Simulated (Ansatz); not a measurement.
Values for one crystal, relaxed and computed with DFT-r²SCAN in the program Ansatz with PAW potentials; other levels are named.

```yaml
volume_per_atom: 14.09 Å³
electronic_character: metallic (no gap)
Density of states at the Fermi level: 0.69 states/eV per atom (mean over ±0.08 eV)
Formation energy from the elements (no fitted shifts): -0.37 eV/atom
```

Question: Pick the material that matches.
A) V5Ge3, P6_3/mcm (V on 4d, Ge on 6g, V on 6g)
B) GePt, Pnma (Pt on 4c, Ge on 4c)
C) CaSi2Au2, I4/mmm (Ca on 2a, Si on 4e, Au on 4d)
D) BaF3, I4/mmm (Ba on 2a, F on 4d, F on 2b)

Answer: A, V5Ge3, P6_3/mcm (V on 4d, Ge on 6g, V on 6g)

The workflow started from an entry of the Crystallography Open Database (COD). Whether it is the stable phase at ambient conditions was not checked. The cell was relaxed with r²SCAN under the symmetry of its start, as lowered by the spin order; its stability against distortions is not shown here. Spin order of the final state: ferrimagnetic, chosen from 2 collinear starts compared on coarse meshes (ties went to the first, and starts can fall back to one state), not a proven ground state. Other orbital occupations within this spin state were not tried. The references are the lowest solids computed at this level, not always the standard phases. Scalar-relativistic: spin–orbit coupling is off unless named, which matters more the heavier the elements.

Potentials: the later of the program's two PAW sets.
